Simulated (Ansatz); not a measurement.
PdSO₄ in space group C2/c (No. 15; Pd on 4c, S on 4e, O on 8f, O on 8f), PBE in the plane-wave PAW code Ansatz, all energies at zero smearing, with the estimated change up to a 700 eV cutoff added, with one set of potentials and settings (totals compare only within such a set). Cell of 12 atoms (2 Pd, 2 S, 8 O): -20280.893 eV.

| element | reference phase | E (eV/atom) |
|---|---|---|
| Pd | Fm-3m, 1 atoms in the cell | -6972.8544 |
| S | Fddd, 32 atoms in the cell | -902.0599 |
| O | C2/m, 4 atoms in the cell, spin-polarised | -565.0000 |

Formation energy per atom, worked out: (-20280.893 − 2×(-6972.8544) − 2×(-902.0599) − 8×(-565.0000))/12 = -0.922 eV/atom (-89 kJ per mol of atoms), at 0 K, without zero-point energy or fitted corrections.

The first step of the workflow began from a Materials Project structure, measured or hypothetical; the Crystallography Open Database copy checked does not list it. Its standing as an ambient phase is unchecked. The PBE relaxation kept the symmetry of its start; whether a distortion lowers the energy is not shown. The run is not spin-polarised. The references are the lowest solids computed at this level, not always the standard phases (solids in place of the gases).

Potentials: the later of the program's two PAW sets.
